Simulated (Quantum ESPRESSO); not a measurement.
pw.x input (Quantum ESPRESSO 7.5; LDA, PseudoDojo standard norm-conserving files, scalar-relativistic):

```
&CONTROL
  calculation = 'scf'
  pseudo_dir = './pseudo'
  outdir = './out'
  tprnfor = .true.
  tstress = .true.
/
&SYSTEM
  ibrav = 0
  nat = 4
  ntyp = 2
  ecutwfc = 84.0
  ecutrho = 336.0
  occupations = 'smearing'
  smearing = 'fd'
  degauss = 0.002
  nbnd = 24
/
&ELECTRONS
  conv_thr = 4e-10
/
ATOMIC_SPECIES
O 15.9990 O.upf
Sn 118.7100 Sn.upf
CELL_PARAMETERS angstrom
  3.813700000000   0.000000000000   0.000000000000
  0.000000000000   3.813700000000   0.000000000000
  0.000000000000   0.000000000000   4.886910000000
ATOMIC_POSITIONS crystal
O   0.500000000000   0.500000000000   0.000000000000
O   0.000000000000   0.000000000000   0.000000000000
Sn   0.000000000000   0.500000000000   0.235370000000
Sn   0.500000000000   0.000000000000   0.764630000000
K_POINTS automatic
8 8 6 0 0 0
```

End of the output:

```

[...]
     the Fermi energy is     9.6647 ev
!    total energy              =    -380.40820852 Ry
     estimated scf accuracy    <          5.4E-11 Ry
     smearing contrib. (-TS)   =      -0.00000626 Ry
     internal energy E=F+TS    =    -380.40820226 Ry
     The total energy is F=E-TS. E is the sum of the following terms:
     one-electron contribution =    -140.52588757 Ry
     hartree contribution      =      97.59370052 Ry
     xc contribution           =    -103.35768438 Ry
     ewald contribution        =    -234.11833083 Ry
     convergence has been achieved in  11 iterations
     Forces acting on atoms (cartesian axes, Ry/au):
     atom    1 type  1   force =     0.00000000    0.00000000    0.00000000
     atom    2 type  1   force =     0.00000000    0.00000000   -0.00000000
     atom    3 type  2   force =     0.00000000    0.00000000   -0.00754518
     atom    4 type  2   force =     0.00000000    0.00000000    0.00754518
     Total force =     0.010670     Total SCF correction =     0.000037
     Computing stress (Cartesian axis) and pressure
          total   stress  (Ry/bohr**3)                   (kbar)     P=      -30.38
  -0.00021335   0.00000000   0.00000000          -31.39        0.00        0.00
   0.00000000  -0.00021335   0.00000000            0.00      -31.39        0.00
   0.00000000   0.00000000  -0.00019278            0.00        0.00      -28.36
```
In a gapped system the printed Fermi energy is only some level inside the gap.

Spin-orbit coupling is not included.

Geometry of the Materials Project entry, not relaxed at this level.
